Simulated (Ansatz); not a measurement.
Input and command of a plane-wave DFT calculation in Ansatz:

```yaml
crystal:
  lattice:
    - [2.8373, 0.0, 0.0]
    - [0.0, 2.8373, 0.0]
    - [0.0, 0.0, 4.0591]
  atoms:
    - { symbol: Ti, position: [0.0, 0.0, 0.0] }
    - { symbol: Al, position: [0.5, 0.5, 0.5] }
basis:
  ecutwfc: 420
kpoints:
  mp_grid: { grid: [12, 12, 10] }
hamiltonian:
  xc: pbe
scf:
  occupations: { method: gaussian, width: 0.1 }
output:
  forces: true
  stress: true
  eigenvalues: true
  write_density: true
  write_potential: true
  elf: true
  volumetric_format: npy
relax:
  adjacent_minimum: "off"
  f_tol: 0.02
  max_steps: 70
  cell: { stress_tol: 0.1 }
```

```bash
ansatz run input.yaml --threads 2 --pin off --max-ram 5120MiB --backend cpu --events-out ev --progress --plain --runs-dir out
```

Processor: Arm Neoverse V2, 2 threads, on a host shared with other jobs.

Question: Estimate time, memory and problem size.

Answer: About 6.9 s on 2 threads of Arm Neoverse V2, with other jobs on the host, peak memory 0.36 GiB. It solves 12 bands at 168 k points (the mesh reduced by the symmetry that the task leaves, which can be less than the crystal's) with about 649 plane waves (on the last cell), in 26 SCF iterations over 4 ionic steps.
